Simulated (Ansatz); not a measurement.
A: InSb (zinc blende), a = b = c = 6.635 Å, α = β = γ = 90.00°
B: SnTe (rock salt), a = 6.409 Å, b = 6.409 Å, c = 6.409 Å, α = 90.00°, β = 90.00°, γ = 90.00°
C: Ca (fcc, Cu type), a = 5.526 Å, b = 5.526 Å, c = 5.526 Å, α = 90.00°, β = 90.00°, γ = 90.00°

Scan: energy over volume and axial ratio (atoms clamped). One method and one kind of scan serve all of them; meshes and ranges differ. All were relaxed with their symmetry unable to fall. At this level the bands of InSb touch or barely overlap; measurements give the solid a gap. Spin-orbit coupling is left out. The PAW data are Ansatz's earlier set.

**Question.** Put the candidates in order of shear modulus C′ = (C11 − C12)/2 (fitted), highest first, for PBE (plane waves to 420 eV, PAW, scalar-relativistic; Ansatz, an electronic-structure program).

**Answer.** B (56 GPa), A (13 GPa), C (4 GPa)

(A scan under strain: stresses follow from slopes of the energy per volume, elastic moduli from its curvatures.)
